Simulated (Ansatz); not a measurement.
InP (zinc blende, space group No. 216), PBE in the plane-wave PAW code Ansatz, all energies at zero smearing, with the estimated change up to a 700 eV cutoff added, with one set of potentials and settings (totals compare only within such a set). Cell of 2 atoms (1 P, 1 In): -6354.009 eV.

```
element              reference phase  E (eV/atom)
-------  ---------------------------  -----------
P          Cmce, 4 atoms in the cell    -755.6743
In       I4/mmm, 1 atoms in the cell   -5597.8481
```

Formation energy per atom, worked out: (-6354.009 − 1×(-755.6743) − 1×(-5597.8481))/2 = -0.243 eV/atom (-23 kJ per mol of atoms), at 0 K, without zero-point energy or fitted corrections.

Space group F-43m (zinc blende). The PBE relaxation kept the symmetry of its start. The references are the lowest solids computed at this level, not always the standard phases.

Potentials: the later of the program's two PAW sets.
